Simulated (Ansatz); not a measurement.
ScSi in space group Cmcm (No. 63; Sc on 4c, Si on 4c) under volume change, DFT-r²SCAN in the program Ansatz with PAW potentials, shape and atoms relaxed at each volume.

```tsv
V (Å³/atom)	E − E(relaxed) (meV/atom)	P (GPa)
16.475	57.1	12.15
17.018	24.1	7.47
17.561	5.7	3.45
18.104	0.0	0.00
18.648	5.2	-2.97
19.191	19.7	-5.52
19.734	42.2	-7.71
```

Q: What does a third-order Birch–Murnaghan fit give for V₀, B₀ and B′?

A: V₀ = 18.10 Å³/atom, B₀ = 107 GPa, B′ = 4.0.

The first step of the workflow began from a Materials Project structure, measured or hypothetical; the Crystallography Open Database copy checked does not list it. Whether it is the stable phase at ambient conditions was not checked. The r²SCAN relaxation kept the symmetry of its start; its stability against distortions is not shown here. No spin polarisation was allowed.

Potentials: the earlier of the program's two PAW sets.
